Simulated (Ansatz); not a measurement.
HfO2:
```
HfO2
1.0
    3.57679     0.00000     0.00000
    0.00000     3.57679     0.00000
    0.00000     0.00000     5.20265
Hf O
2 4
Cartesian
  0.00000   0.00000   0.00000
  1.78839   1.78839   2.60133
  0.00000   1.78839   1.02051
  0.00000   1.78839   3.62184
  1.78839   0.00000   1.58081
  1.78839   0.00000   4.18214
```

The program Ansatz at the r²SCAN level (PAW) gives a gap of 5.27 eV without spin–orbit coupling, maximum at Z, minimum at Γ.

Task: What happens when spin–orbit coupling is switched on?

Result: The gap stays essentially unchanged, to 5.27 eV; maximum on the Γ–Z line, 96 % of the way from Γ, minimum at Γ.

Task: Give the electron effective mass with spin–orbit coupling.

Result: 0.92, 0.92, 1.0 mₑ (principal values).

Space group P4_2/nmc. This is a known high-temperature phase of the composition, computed here at zero pressure and temperature. The cell was relaxed with r²SCAN under the symmetry of its start; of distortions, only those at the zone centre were tested. The run is not spin-polarised.

Potentials: the later of the program's two PAW sets.
